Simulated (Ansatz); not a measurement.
MoS2:
Space group P6₃/mmc (No. 194); a = b = 3.1278 Å, c = 12.1993 Å, α = β = 90.00°, γ = 120.00°

```
atom  site  symmetry       x       y       z
----  ----  --------  ------  ------  ------
Mo      2b      -6m2  0.0000  0.0000  0.2500
S       4f       3m.  0.3333  0.6667  0.1229
```

Relaxed with LDA.

Problem. Which orbitals make up the states near the band edges in LDA (plane waves, PAW; program Ansatz)?

Solution. Top 1 eV of the valence band: Mo 4d 54 %, S 3p 41 %. Bottom 1 eV of the conduction band: Mo 4d 64 %, S 3p 30 %. Projections are on Löwdin-orthogonalised atomic valence shells; empty p or d shells of many metals are not among them.

Problem. Tabulate the density of states.

Solution. States/eV per cell of 6 atoms, in 0.25 eV bins, energy from the valence-band maximum.

```
E (eV)  total  S 3p  Mo 4d  S 3s
------  -----  ----  -----  ----
-7.85    0.00  0.00   0.00  0.00
-7.60    0.00  0.00   0.00  0.00
-7.35    0.00  0.00   0.00  0.00
-7.10    0.11  0.07   0.03  0.00
-6.85    1.04  0.68   0.24  0.04
-6.60    3.10  2.00   0.77  0.10
-6.35    6.66  4.06   2.18  0.10
-6.10    5.56  3.40   1.81  0.11
-5.85    4.66  2.94   1.44  0.12
-5.60    2.61  1.72   0.74  0.09
-5.35    1.60  1.10   0.41  0.06
-5.10    1.71  1.14   0.44  0.07
-4.85    6.95  4.04   2.12  0.47
-4.60    7.01  4.15   1.86  0.57
-4.35    3.94  2.29   1.22  0.25
-4.10    7.03  4.24   2.43  0.20
-3.85    6.43  3.83   2.32  0.14
-3.60    3.68  2.18   1.35  0.06
-3.35    3.26  1.80   1.33  0.05
-3.10    4.39  2.67   1.53  0.09
-2.85    6.38  4.01   2.05  0.15
-2.60    5.76  3.73   1.74  0.14
-2.35    4.38  3.10   1.04  0.12
-2.10    5.24  3.92   1.04  0.11
-1.85    3.29  2.21   0.92  0.06
-1.60    5.44  2.28   2.85  0.13
-1.35    5.26  2.14   2.82  0.11
-1.10    3.81  1.51   2.12  0.07
-0.85    1.75  0.68   1.00  0.04
-0.60    0.51  0.23   0.24  0.03
-0.35    0.32  0.13   0.16  0.02
-0.10    0.11  0.04   0.06  0.01
0.15     0.00  0.00   0.00  0.00
0.40     0.00  0.00   0.00  0.00
0.65     0.00  0.00   0.00  0.00
0.90     0.52  0.19   0.28  0.02
1.15     3.18  0.97   1.94  0.08
1.40     4.86  1.43   3.09  0.10
1.65     8.84  2.54   5.85  0.12
1.90     6.51  2.22   3.79  0.18
2.15     9.97  3.48   5.72  0.23
2.40     5.33  2.14   2.71  0.17
2.65     4.48  1.80   2.17  0.16
2.90     4.36  1.74   2.12  0.15
3.15     2.92  1.27   1.35  0.10
3.40     2.68  1.25   1.18  0.09
3.65     5.06  2.32   2.22  0.20
3.90     3.30  1.37   1.48  0.22
4.15     1.55  0.55   0.75  0.16
4.40     0.44  0.15   0.22  0.05
4.65     0.01  0.00   0.00  0.00
4.90     0.17  0.01   0.01  0.00
5.15     0.36  0.02   0.02  0.00
5.40     0.52  0.04   0.03  0.01
5.65     0.89  0.07   0.04  0.03
```

Space group P6_3/mmc. The workflow started from a Materials Project entry (that database holds measured and hypothetical structures alike). Its sites differ from those of the usual phase in this space group: another stacking or structure type. The LDA relaxation kept the symmetry of its start; phonons on a q-mesh show no instability. The run is not spin-polarised. A crystal of weakly bound layers computed without a dispersion correction: the cell and the soft elastic constants depend strongly on that. Scalar-relativistic: spin–orbit coupling is off unless named, which matters more the heavier the elements.

Potentials: the earlier of the program's two PAW sets.
